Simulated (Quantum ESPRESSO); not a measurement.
Al3GeN4 (made-up cell) (calculated)

All values are calculated (Quantum ESPRESSO 7.5). Calculation on a made-up crystal cell, not a measurement: periodic Kohn-Sham density functional theory in plane waves with PseudoDojo standard norm-conserving scalar-relativistic pseudopotentials, each functional with its own files (v0.5 for PBE, v0.4.1 for LDA and PBEsol), no spin polarisation, no spin-orbit coupling, atoms not relaxed, stress positive in tension, energies less a fixed whole-eV offset for each atom's element; levels are Kohn-Sham levels at fractions of this cell's reciprocal vectors, counted from the reference band (half the neutral cell's valence electrons, rounded up) at Gamma; error bars cover cutoff and k-mesh only, not smearing or the files; added strain carries the atoms with the cell, and shear is the tensor component; each bar is the largest change over components, and at least 0.002 eV, 0.002 eV per angstrom or 0.02 GPa; energies are for the whole cell, and the offsets were chosen from early runs and are not element reference energies.

Entry: Al3GeN4 (made-up cell)

```xyz
8
Lattice="3.2767 0.0000 0.0000 0.0000 5.6754 0.0000 0.0000 0.0000 5.3508" Properties=species:S:1:pos:R:3 Al3GeN4
Al    -0.0489     0.0241    -0.0295
Ge     1.6539     2.8224     0.0608
Al     1.6379     0.9840     2.6336
Al     0.0311     3.8299     2.6850
N      0.0247     0.0005     1.9328
N      1.6180     2.8251     1.9872
N      1.6461     0.9240     4.6467
N     -0.0557     3.8094     4.6524
```

- lattice type: wurtzite
- functional: pbe
- cutoff: 1143 eV
- fermi dirac smearing: 0.1 eV
- scf tolerance: 1e-07 eV
- electrons removed: 0
- k mesh: 7 x 6 x 6, shifted by half a step

Atoms:
```
atoms element  atom site  atom energy offset (eV)
           Al          1                      -64
           Ge          2                    -2430
           Al          3                      -64
           Al          4                      -64
            N          5                     -283
            N          6                     -283
            N          7                     -283
            N          8                     -283
```

Q: Estimate the stress yy of Al3GeN4 (made-up cell).
A: 11.87 GPa

Q: What stress yz does the calculation give for Al3GeN4 (made-up cell)?
A: 0.2652 GPa

Q: What stress xy does the calculation give for Al3GeN4 (made-up cell)?
A: 0.5666 GPa

Further results for Al3GeN4 (made-up cell):

- free energy less offsets: -0.8762 eV
- smearing term minus ts: -0.05561 eV
- scf iterations: 12
- pressure: -11.74 GPa
- stress xx: 12.47 GPa
- stress zz: 10.88 GPa
- stress xz: -0.2292 GPa
- fermi level: 2.041 eV
- reference band: 22
- error bar energy: 0.002103 eV
- error bar stress: 0.06781 GPa
- error bar force: 0.0185 eV/Å
- error bar next band up: 0.002 eV
- error bar fermi level: 0.0178 eV
- error bars from: tighter rerun of this cell

Forces:
```
site  x (eV/Å)  y (eV/Å)   z (eV/Å)
   1    0.5348   -0.3745    -0.1676
   2   -0.4353    0.3276     -1.479
   3   0.08996    -1.073  -0.003767
   4   -0.3341    0.2376    -0.2272
   5    -0.229    0.4251     0.4319
   6    0.3537    0.3779      1.761
   7   -0.3661   -0.5259    -0.2938
   8    0.3861    0.6056   -0.02167
```

Levels:
```
level k point  next band up (eV)
        Gamma              2.289
(1/2,1/2,1/2)              2.179
   (0.15,0,0)              3.086
   (0,0.15,0)              2.486
   (0,0,0.15)              2.321
```
